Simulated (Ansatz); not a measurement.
NaHO:
```xyz
6
Lattice="3.4925 0.0000 0.0000 0.0000 3.3932 0.0000 -1.4169 0.0000 4.8951" Properties=species:S:1:pos:R:3 pbc="T T T"
Na     0.1550     2.7030     1.4649
Na     1.9205     1.0064     3.4302
H      0.2856     3.1803     4.5686
H      1.7899     1.4837     0.3265
O      0.1060     2.5995     3.7851
O      1.9696     0.9029     1.1100
```

Cartesian axes are those of the cell as given.

Question: Give the high-frequency dielectric tensor and the Born effective charge tensors of the independent atoms from DFPT, DFT-PBEsol in the program Ansatz with PAW potentials.

Answer: 
ε∞:
```
2.43  0.00  0.00
0.00  2.54  0.00
0.00  0.00  2.53
```
Z* of atom 1 (Na), rows: field, columns: displacement, in e:
```
 1.05  -0.01  -0.01
-0.01   1.00  -0.01
-0.01  -0.01   1.06
```
Z* of atom 3 (H), rows: field, columns: displacement, in e:
```
0.22  0.05  0.08
0.07  0.58  0.34
0.08  0.26  0.57
```
Z* of atom 5 (O), rows: field, columns: displacement, in e:
```
-1.26   0.00  -0.07
-0.01  -1.58  -0.02
-0.07   0.04  -1.63
```

Static charges for comparison (Bader): Na1 +0.86, H3 +0.54, O5 -1.40 e. Born charges measure polarisation by displacement and can exceed these by far.

Space group P2_1. The workflow started from a Materials Project entry (that database holds measured and hypothetical structures alike); the Crystallography Open Database copy checked does not list it. COD files the formula under space group No. 11. Whether it is the stable phase at ambient conditions was not checked. The PBEsol relaxation kept the symmetry of its start; whether a distortion lowers the energy is not shown.

Potentials: the later of the program's two PAW sets.
